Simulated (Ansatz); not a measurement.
CsPbCl₃ (cubic perovskite)

Space group Pm-3m (No. 221); a = b = c = 5.6186 Å, α = β = γ = 90.00°

```csv
atom,site,symmetry,x,y,z
Cs,1a,m-3m,0.0000,0.0000,0.0000
Pb,1b,m-3m,0.5000,0.5000,0.5000
Cl,3c,4/mm.m,0.0000,0.5000,0.5000
```

This relaxed cell (volume V₀) is scaled evenly in all directions, its shape held. Symmetry pins the atoms to their sites.

All values below come from PBEsol (plane waves to 420 eV, PAW, scalar-relativistic; Ansatz, an electronic-structure program). k mesh 6×6×6 (Γ-centred), Fermi-Dirac smearing 0.05 eV. The energy includes the smearing's −TS. CsPbCl3 was relaxed with its symmetry unable to fall. Spin-orbit coupling is left out, though Pb is heavy. This is a high-temperature form of CsPbCl3. ΔE is measured from the relaxed starting cell.

Give the computed ΔE (eV/atom) at V/V₀ = 0.950, 0.960, 1.010, 1.020, 1.050, 1.060.


```csv
V/V₀,ΔE (eV/atom)
0.950,0.0077
0.960,0.0048
1.010,0.0003
1.020,0.0011
1.050,0.0063
1.060,0.0089
```

(A scan under strain: stresses follow from slopes of the energy per volume, elastic moduli from its curvatures.)
